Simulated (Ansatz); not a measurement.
NbHO3:
```
CELL_PARAMETERS angstrom
      3.81653     0.00000     0.00000
      0.00000     4.10136     0.00000
      0.00000     0.00000     4.06639
ATOMIC_POSITIONS crystal
  Nb 0.50000 0.50000 0.43537
  O  0.50000 0.00000 0.53978
  O  0.00000 0.50000 0.50407
  O  0.50000 0.50000 0.99880
  H  0.50000 0.00000 0.77853
```

Relaxed with r²SCAN.

Give the Bader charges and basin volumes of the independent atoms, the program Ansatz at the r²SCAN level (PAW).



```json
[
 {"atom": "Nb1", "Bader charge (e)": "+2.88", "Bader volume (Å³)": "9.5"},
 {"atom": "O2", "Bader charge (e)": "-1.23", "Bader volume (Å³)": "15.7"},
 {"atom": "O3", "Bader charge (e)": "-1.16", "Bader volume (Å³)": "16.3"},
 {"atom": "O4", "Bader charge (e)": "-1.11", "Bader volume (Å³)": "16.9"},
 {"atom": "H5", "Bader charge (e)": "+0.61", "Bader volume (Å³)": "2.5"}
]
```

Space group Pmm2. The start of the workflow was typed in or built on a structure type; neither database checked (COD, Materials Project) lists it. Its standing as an ambient phase is unchecked. The r²SCAN relaxation kept the symmetry of its start; its stability against distortions is not shown here. The workflow began spin-polarised and lost its moments. The cell computed holds one magnetic atom, so no antiferromagnetic order was within reach.

Potentials: the earlier of the program's two PAW sets. The files were generated under PBE; for other functionals the program regenerates the frozen cores, and for LDA and PBEsol the local potential too.
